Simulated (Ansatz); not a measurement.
Here is the system:

MgZn$_{2}$:
```cif
data_Mg4Zn8
_chemical_formula_sum 'Mg4 Zn8'
_space_group_name_H-M_alt 'P 1'
_space_group_IT_number 1
_cell_length_a 5.13575
_cell_length_b 5.13575
_cell_length_c 8.33634
_cell_angle_alpha 90.000
_cell_angle_beta 90.000
_cell_angle_gamma 120.000
loop_
_space_group_symop_operation_xyz
  'x, y, z'
loop_
_atom_site_label
_atom_site_type_symbol
_atom_site_fract_x
_atom_site_fract_y
_atom_site_fract_z
_atom_site_occupancy
Mg1 Mg 0.33333 0.66667 0.06270 1
Mg2 Mg 0.66667 0.33333 0.93730 1
Mg3 Mg 0.66667 0.33333 0.56270 1
Mg4 Mg 0.33333 0.66667 0.43730 1
Zn1 Zn 0.00000 0.00000 0.00000 1
Zn2 Zn 0.00000 0.00000 0.50000 1
Zn3 Zn 0.16965 0.33930 0.75000 1
Zn4 Zn 0.83035 0.66070 0.25000 1
Zn5 Zn 0.83035 0.16965 0.25000 1
Zn6 Zn 0.16965 0.83035 0.75000 1
Zn7 Zn 0.66070 0.83035 0.75000 1
Zn8 Zn 0.33930 0.16965 0.25000 1
```

This is the PBEsol-relaxed structure.

All from plane-wave PAW PBEsol (Ansatz code), unless another level is named. Give the formation energy from the elements (no fitted shifts).

-0.15 eV/atom.

And the density of states at the Fermi level?

0.21 states/eV per atom (mean over ±0.08 eV).

Space group P6_3/mmc. The first step of the workflow began from a Materials Project structure, measured or hypothetical; the Crystallography Open Database copy checked does not list it. Whether it is the stable phase at ambient conditions was not checked. The cell was relaxed with PBEsol under the symmetry of its start; of distortions, only those at the zone centre were tested. The references are the lowest solids computed at this level, not always the standard phases.

Potentials: the later of the program's two PAW sets.
